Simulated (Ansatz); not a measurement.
Data:

ZrSiO:
```
ZrSiO
1.0
    3.29814     0.00000     0.00000
    0.00000     3.29814     0.00000
    0.00000     0.00000     7.29979
Zr Si O
2 2 2
Direct
  0.00000   0.50000   0.69068
  0.50000   0.00000   0.30932
  0.50000   0.50000   0.00000
  0.00000   0.00000   0.00000
  0.00000   0.50000   0.39016
  0.50000   0.00000   0.60984
```

This is the r²SCAN-relaxed structure.

All from r²SCAN in the plane-wave PAW code Ansatz, unless another level is named. Estimate the electronic character.

metallic (no gap).

And the density of states at the Fermi level?

0.09 states/eV per atom (mean over ±0.08 eV).

What about the formation energy from the elements (no fitted shifts)?

-1.93 eV/atom.

Predict the gap with spin–orbit coupling.

none (metallic).

Space group P4/nmm. The first step of the workflow began from a Materials Project structure, measured or hypothetical; the Crystallography Open Database copy checked does not list it. Its standing as an ambient phase is unchecked. The r²SCAN relaxation kept the symmetry of its start; its stability against distortions is not shown here. The run is not spin-polarised. The references are the lowest solids computed at this level, not always the standard phases (solids in place of the gases). Scalar-relativistic: spin–orbit coupling is off unless named, which matters more the heavier the elements.

Potentials: the later of the program's two PAW sets.
